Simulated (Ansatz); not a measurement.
Bi2S3 (La2O3 or Ni2Al3 type, P-3m1), PBEsol in the plane-wave PAW code Ansatz, all energies at zero smearing, with the estimated change up to a 700 eV cutoff added, with one set of potentials and settings (totals compare only within such a set). Cell of 5 atoms (2 Bi, 3 S): -27145.464 eV.

```csv
element,reference phase,E (eV/atom)
Bi,"R-3m, 2 atoms in the cell",-12244.4675
S,"Fddd, 32 atoms in the cell",-884.8925
```

Formation energy per atom, worked out: (-27145.464 − 2×(-12244.4675) − 3×(-884.8925))/5 = -0.370 eV/atom (-36 kJ per mol of atoms), at 0 K, without zero-point energy or fitted corrections.

The cell is a constructed one: a structure type filled with these elements; neither database checked (COD, Materials Project) lists it. COD files the formula under space group No. 62. Whether it is the stable phase at ambient conditions was not checked. The cell was relaxed with PBEsol under the symmetry of its start; whether a distortion lowers the energy is not shown. The references are the lowest solids computed at this level, not always the standard phases. Scalar-relativistic: spin–orbit coupling is off unless named, which matters more the heavier the elements.

Potentials: the earlier of the program's two PAW sets. The files were generated under PBE; for other functionals the program regenerates the frozen cores, and for LDA and PBEsol the local potential too.
